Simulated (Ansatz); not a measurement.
input.yaml (Ansatz)

```yaml
crystal:
  lattice:
    - [0.0, 2.4871820656, 2.4871820656]
    - [2.4871820656, 0.0, 2.4871820656]
    - [2.4871820656, 2.4871820656, 0.0]
  atoms:
    - { symbol: Co, position: [0.125, 0.125, 0.125], spin: 1.7 }
    - { symbol: Co, position: [0.875, 0.875, 0.875], spin: -1.7 }
hamiltonian:
  xc: lda
  pseudopotentials:
    kind: paw
    azcp:
      Co: "pseudopotentials/Co.paw.azcp"
basis:
  ecutwfc: 420
  fft_grid_basis: typed
kpoints:
  mp_grid: { grid: [13, 13, 13], shift: [0, 0, 0] }
magnetization:
  spin_polarized: true
scf:
  occupations: { method: fermi_dirac, width: 0.05 }
  lower_state_search: "off"
output:
  stress: true
```

Output

```
Warning: the record states the generating functional pbe (its physics header spells it `PBE`), which answers neither for hamiltonian.xc's functional nor for the lda family's — results may be inconsistent (PPs are generated against a specific XC)
Engine: ansatz 0.2.0, aarch64-unknown-linux-gnu
Pseudopotentials: kind: paw
Pseudopotential: Co, paw, valence charge 17, recommended cutoff 420 eV (normal) 
Functional definition: SPW92
  exchange = slater_x
  correlation = pw_c
Crystal: 2 atoms, lattice volume = 30.772 Å³
Basis set: ecut = 420 eV, 609 PW (Γ)
Bands: 23, of which v1, the nominal top of the filled ones, is band 17 counted from 1 (16 counted from 0)
Symmetry: 24 space group operations
Space group: F-43m (ITA 216), of the structure as read, at distance tolerance 3.1e-5 Å
Magnetic group: BNS 227.130 (UNI 1632), of the structure as read, at distance tolerance 3.1e-5 Å
k-points: 84 of 2197 (time reversal used)
Non-local potential: Co, projectors of the file, l = 0: 3, l = 1: 2, l = 2: 3, l = 3: 1
PAW form: soft (Blöchl's): semilocal exchange-correlation on the pseudo side does not see the compensation charge
PAW frozen core: Co, regenerated for the run's functional, and the local potential with it (the file was generated under x = pbe(κ = 0.804, μ = 0.2195149727645171), c = pbe(β = 0.06672455060314922))
PAW one-centre angular grid: Co, 590 points (default); XC on 64 Gauss nodes
Initial density: superposition of atomic densities (chi_scale 0.1, normalization cell)
Starting moments: Σ|m| = 3.4 μB on 2 of 2 sites
Starting magnetic order: antiferromagnet; an inversion exchanges its spin sublattices: spin-degenerate at every k-point
Initial wavefunctions: pseudopotential atomic-orbital guess
Functional: x = slater, c = lda
iter 1 solved again at ethr=2.45e-3 eV; its pass at ethr=3.10e-3 eV (dr2=8.34e-1 eV) is discarded
SCF iter   1: F=—  HF=-10122.374934 eV  |F-HF|=—  |Δ(HF+E_count)|=         —  Δρ=8.50e-2 (↑8.50e-2 ↓8.50e-2)  dr2=8.36e-1  dr2_m=1.88e0  M=0.000 μB ∫|m|=1.759 μB  β_m=0.30  ethr=2.45e-3  ⟨swp⟩=1.0  Hψ=20679  notcnv=0
spin=Collinear: Kerker preconditioning applied to the charge; magnetization (m = ρ↑ − ρ↓) channel mixes plain (no charge-response kernel on spin).
SCF iter   2: F=—  HF=-10122.400093 eV  |F-HF|=—  |Δ(HF+E_count)|=   2.52e-2  Δρ=7.16e-2 (↑7.16e-2 ↓7.15e-2)  dr2=3.78e-1  dr2_m=1.37e0  M=0.000 μB ∫|m|=1.576 μB  β_m=0.30  ethr=2.45e-3  ⟨swp⟩=2.0  Hψ=4596  notcnv=0
SCF iter   3: F=—  HF=-10122.390294 eV  |F-HF|=—  |Δ(HF+E_count)|=   9.80e-3  Δρ=6.02e-2 (↑6.02e-2 ↓6.02e-2)  dr2=1.44e-1  dr2_m=9.97e-1  M=-0.000 μB ∫|m|=1.413 μB  β_m=0.30  ethr=1.11e-3  ⟨swp⟩=2.0  Hψ=5298  notcnv=0
SCF iter   4: F=—  HF=-10122.393662 eV  |F-HF|=—  |Δ(HF+E_count)|=   3.37e-3  Δρ=5.08e-2 (↑5.08e-2 ↓5.04e-2)  dr2=6.97e-3  dr2_m=7.18e-1  M=0.001 μB ∫|m|=1.277 μB  β_m=0.30  ethr=4.23e-4  ⟨swp⟩=2.9  Hψ=7182  notcnv=0  defer=12
...
iter 22 did not close the SCF: its close was put off for a magnetic moment that had not settled (scf_convergence_deferred on its scf_iter line)
SCF iter  22: F=-10122.599397 eV  HF=-10122.599397 eV  |F-HF|=9.42e-9  |Δ(HF+E_count)|=   5.43e-9  Δρ=3.50e-6 (↑3.10e-6 ↓3.50e-6)  dr2=1.07e-8  dr2_m=8.40e-11  M=0.000 μB ∫|m|=0.000 μB  β_m=0.99  ethr=6.36e-11  ⟨swp⟩=2.0  Hψ=10636  notcnv=0
SCF iter  23: F=-10122.599397 eV  HF=-10122.599397 eV  |F-HF|=4.03e-9  |Δ(HF+E_count)|=  3.17e-10  Δρ=2.55e-6 (↑1.90e-6 ↓2.55e-6)  dr2=4.69e-9  dr2_m=3.20e-11  M=-0.000 μB ∫|m|=0.000 μB  ethr=3.13e-11  ⟨swp⟩=2.0  Hψ=9722  notcnv=0
WARN: the starting moments were not kept: the SCF closed with an absolute magnetisation of 9.0e-6 μB, where they sum to 3.4 μB in size (2 sites). That is at most 0.1 of that sum. Measured as dr2_m measures the in/out step, that magnetisation stands 9.9e-11 eV from none, at or under the dr2_threshold of 1.0e-7 eV: it is no larger than a step whose dr2_m would equal this threshold. The system may hold no moment; this SCF shows only that its start led to no more than that. To try another start: raise the starting moments (crystal.atoms[].spin, magnetization.per_species, magnetization.initial_magnetization, or on a non-collinear deck that types none of these the spinor_matrix: blocks that start its atoms; where the total moment is fixed, keep their sum and leave initial_magnetization as it is; typed ones take the place of any that the run laid by itself, positive ones on a crystal's lanthanoids without a Hubbard term where scf.initial_density.shell_occupations: [] is typed) or, if the notice of its spin-set hold's release reads "site moments contracting" or "site moments show no strong build", lengthen the hold (scf.mixing.spin_hold: { on: { confirm: 4 } }; for m-r²SCAN on two components see the key's manual first). Each may lead to a state that holds a moment. A second SCF, from the converged charge density, with the starting moments and any scf.initial_density.shell_occupations laid on it anew, would have followed, and was not run: the deck does not ask for one (magnetization.retry_lost_moments is false, the default). To let it run, set magnetization.retry_lost_moments: true and run the deck again, where that key's refused combinations let it; where memory then withholds it, that run's warning says so.
The SCF converged. Along the directions that its mixing steps explored, a Ritz value of the dielectric operator 1 − χ₀K read negative at each of the last 4 readings (its real part and the size of its imaginary part sum to between -0.19 and -0.18).
SCF 1 converged in 23 iterations: F = -10122.599397 eV  dr2 = 4.69e-9
No search for a lower state was made along the close's negative reading: the deck asks for none (scf.lower_state_search: off) (following: asked_to_warn; scf.lower_state_search in the input reference).
SCF converged after 23 iterations
Magnetization: -0.0000 μB (17.0000 up, 17.0000 down)
Absolute magnetization: 0.0000 μB (∫|ρ↑−ρ↓|, with the PAW one-centre terms)
Spin contamination: 0.0000 ħ² per cell (⟨S²⟩ above its minimum at these occupations)
Per-site moments (μB) at R_I (Å): [(-5.301726542473359e-6, 0.8885096767167444), (3.025746110126624e-6, 0.8885096767167444)]
Free energy (F): -10122.599397 eV
Harris-Foulkes:  -10122.599397 eV  (|F-HF|=4.03e-9)
Internal energy: -10122.559318 eV  (E = F + TS)
E sigma→0 (E₀):  -10122.579357 eV
Entropy (-TS):   -0.040079 eV (-20.040 meV/atom)
Fermi energy:    11.478829 eV
--- Per-component energies (eV) ---
  E_band       = -724.470067
  E_kinetic    = 910.886052
  E_local      = -7292.088078  (includes V_loc(G=0)·N_el)
  E_nonlocal   = 922.274106
  E_hartree    = 3064.059057
  E_xc         = -312.551062
  E_vxc        = -405.714855  (∫ρ·V_xc dr)
  E_paw        = -2909.440784  (= ΣΔE_a)
  E_vpaw       = -987.942840  (= ΣTr[D̂ρ^β])
  E_aug_tail   = 0.000044  (compensation charges beyond the density's cutoff)
  E_ewald      = -4506.535154
  E_core_change = 0.836501  (= ΣΔE_core)
  E_smearing   = -0.040079  (= −TS)
  E_closure    = 0.000000  (closes the sum)
  Σ components = -10122.599397   (vs F -10122.599397, Δ=0.00e0)
--- Stress (GPa, compression-positive) ---
      -14.639602       0.000000       0.000000
        0.000000     -14.639602      -0.000000
        0.000000      -0.000000     -14.639602
  P = ⅓ Tr σ = -14.6396 GPa (-146.396 kbar)
```
